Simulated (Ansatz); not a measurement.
A geometry of Sn away from equilibrium: the start of the relaxation of a relaxed Sn cell shaken by Gaussian noise of σ = 0.08 Å a coordinate. Method: PBEsol (plane waves to 420 eV, PAW, scalar-relativistic; Ansatz, a quantum-chemistry and plane-wave program). Γ-centred k-mesh 6×6×6 on the run's cell (coarser than for final values), Fermi–Dirac smearing 0.05 eV.

```xyz
8
Lattice="5.9995 0.0000 0.0000 0.0000 5.9995 0.0000 0.0000 0.0000 5.9995" Properties=species:S:1:pos:R:3 pbc="T T T"
Sn     1.5395     0.0276     3.1519
Sn     4.3622    -0.0323     2.9528
Sn    -0.1047     3.0777     1.5181
Sn     0.0677     3.1283     4.4057
Sn     2.9173     1.5304    -0.0283
Sn     2.9688     4.3920    -0.0409
Sn     0.0401     0.0109    -0.0156
Sn     2.9516     3.1913     2.9193
```

Q: What forces act on the atoms (eV/Å)?

A: 
| atom | Fx | Fy | Fz |
|---|---|---|---|
| Sn1 | -0.89 | 0.22 | -0.09 |
| Sn2 | 0.93 | 0.24 | -0.06 |
| Sn3 | 0.01 | -0.05 | -0.55 |
| Sn4 | -0.05 | -0.05 | 0.52 |
| Sn5 | 0.09 | -0.70 | 0.00 |
| Sn6 | 0.08 | 0.65 | -0.04 |
| Sn7 | -0.18 | 0.09 | 0.14 |
| Sn8 | 0.01 | -0.40 | 0.07 |

Q: What is the pressure?

A: +0.7 GPa, compression positive.

No spin polarisation in the result.

The end of the path is a generated cell of Sn: the first start was made by placing the elements on the sites of a structure type, and the end was not matched to a known phase here, so it may be hypothetical. Known forms of Sn include space group No. 141, 227.
